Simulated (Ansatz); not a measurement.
Data:

LiPS₃:
```
CELL_PARAMETERS angstrom
      5.61695     3.53165     0.00000
     -5.61695     3.53165     0.00000
     -3.87721     0.00000     5.35536
ATOMIC_POSITIONS crystal
  Li 0.24240 0.24240 0.00000
  Li 0.75760 0.75760 0.00000
  P  0.15187 0.84813 0.57700
  P  0.84813 0.15187 0.42300
  S  0.77947 0.77947 0.50000
  S  0.22053 0.22053 0.50000
  S  0.19419 0.80581 0.32274
  S  0.80581 0.19419 0.67726
  S  0.31988 0.68012 0.93444
  S  0.68012 0.31988 0.06556
```

This is the r²SCAN-relaxed structure. Cartesian axes are those of the cell as given.

Q: All from r²SCAN in the plane-wave PAW code Ansatz, unless another level is named. Predict the hole effective mass.

A: 0.61, 1.3, 3.1 mₑ (principal values).

Q: And the smallest direct gap on the standard path?

A: 2.49 eV.

Q: Next, the band gap?

A: 2.12 eV (indirect).

Q: What about the conduction-band minimum?

A: at A (k = 0.000, 0.000, 0.500).

Q: Predict the weight of the valence-edge state by species (Voronoi cells).

A: S 94 %, Li 3 %, P 3 %.

Space group C2/m. The workflow started from an entry of the Crystallography Open Database (COD). Its standing as an ambient phase is unchecked. The r²SCAN relaxation kept the symmetry of its start; its stability against distortions is not shown here.

Potentials: the later of the program's two PAW sets.
